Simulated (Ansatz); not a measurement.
Mg₃SnO (anti-perovskite, Pm-3m) at seven volumes, PBEsol in the plane-wave PAW code Ansatz, scaled uniformly. One row is withheld.

```json
[
 {"V (Å³/atom)": "14.961", "P (GPa)": "8.39"},
 {"V (Å³/atom)": "15.454", "P (GPa)": "5.14"},
 {"V (Å³/atom)": "15.947", "P (GPa)": "2.39"},
 {"V (Å³/atom)": "16.441", "P (GPa)": "0.00"},
 {"V (Å³/atom)": "16.934", "P (GPa)": "-2.05"},
 {"V (Å³/atom)": "17.427", "P (GPa)": "?"},
 {"V (Å³/atom)": "17.920", "P (GPa)": "-5.33"}
]
```

### Question
Fit the shown pressures and predict the withheld one.

### Answer
Third-order Birch–Murnaghan: P = (3/2)B₀(x^(7/2) − x^(5/2))[1 + (3/4)(B′ − 4)(x − 1)] with x = (V₀/V)^(2/3). Least squares on the six rows gives V₀ = 16.440 Å³/atom, B₀ = 73.53 GPa, B′ = 4.02. At V = 17.427, x = 0.9619 and P = -3.81 GPa. The run itself gave -3.82 GPa.

The start of the workflow was typed in or built on a structure type; neither database checked (COD, Materials Project) lists it. Whether it is the stable phase at ambient conditions was not checked. The PBEsol relaxation kept the symmetry of its start; its stability against distortions is not shown here. Spin–orbit coupling is left out wherever it is not named.

Potentials: the later of the program's two PAW sets.
